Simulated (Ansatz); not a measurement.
A trial cell of NbRu3C, before relaxation:

```cif
data_structure
_symmetry_space_group_name_H-M 'R-3m:H'
_symmetry_Int_Tables_number 166
_cell_length_a 4.8468
_cell_length_b 4.8468
_cell_length_c 11.2032
_cell_angle_alpha 90.000
_cell_angle_beta 90.000
_cell_angle_gamma 120.000
_cell_volume 227.92
loop_
_atom_site_label
_atom_site_type_symbol
_atom_site_symmetry_multiplicity
_atom_site_Wyckoff_symbol
_atom_site_fract_x
_atom_site_fract_y
_atom_site_fract_z
_atom_site_occupancy
Nb1 Nb 3 b 0.33333 0.66667 0.16667 1
Ru1 Ru 9 d 0.16667 0.33333 0.83333 1
C1 C 3 a 0.00000 0.00000 0.00000 1
```

Level of theory: DFT PBE, scalar-relativistic, plane waves, PAW (Ansatz). Cutoff 420 eV, Gaussian smearing, Γ-centred meshes. Cell and atoms relax first on a coarse mesh and then on a finer one. In between, the cell is made exact in the group found at 0.06 Å. In metals the finer mesh still leaves noise of several meV/atom or more. The steps can't lower the symmetry of their start. No spin polarisation in the relaxation; trial moments died out in a coarse test.

A guess keeps its type if space group and coordination stay and the shape of the cell changes little (axis ratios within about 15 %, angles within 6°); the volume may change.

Task: Does it keep its structure type, or change into something else?

Result: It doesn't keep its type. The symmetry goes from R-3m (No. 166) to Pm-3m (No. 221). The end has the antiperovskite type. The volume per atom shrinks by 12.6 %, from 15.2 to 13.3 Å³. The shortest distance goes from 2.33 Å (Ru–C) to 2.02 Å (Ru–C). Counting neighbours within 15 % of an atom's shortest distance, the start has C 6, Nb 6, Ru 8 and the end C 6, Nb 12, Ru 2. In detail, at the end around Nb lie 12 Ru at 2.86 Å; around Ru lie 2 C at 2.02 Å, 4 Nb at 2.86 Å and 8 Ru at 2.86 Å; C is surrounded by 6 Ru at 2.02 Å.

```cif
data_structure
_symmetry_space_group_name_H-M 'P 1'
_symmetry_Int_Tables_number 1
_cell_length_a 4.0490
_cell_length_b 4.0490
_cell_length_c 4.0490
_cell_angle_alpha 90.000
_cell_angle_beta 90.000
_cell_angle_gamma 90.000
_cell_volume 66.38
loop_
_atom_site_label
_atom_site_type_symbol
_atom_site_fract_x
_atom_site_fract_y
_atom_site_fract_z
_atom_site_occupancy
Nb1 Nb 0.50000 0.50000 0.50000 1
Ru1 Ru 0.00000 0.50000 0.00000 1
Ru2 Ru 0.00000 0.00000 0.50000 1
Ru3 Ru 0.50000 0.00000 0.00000 1
C1 C 0.00000 0.00000 0.00000 1
```

The last run used a 10×10×10 mesh for its 5-atom cell and Gaussian smearing of 0.10 eV. Symmetry constrained the relaxation, so the result can be a saddle point.
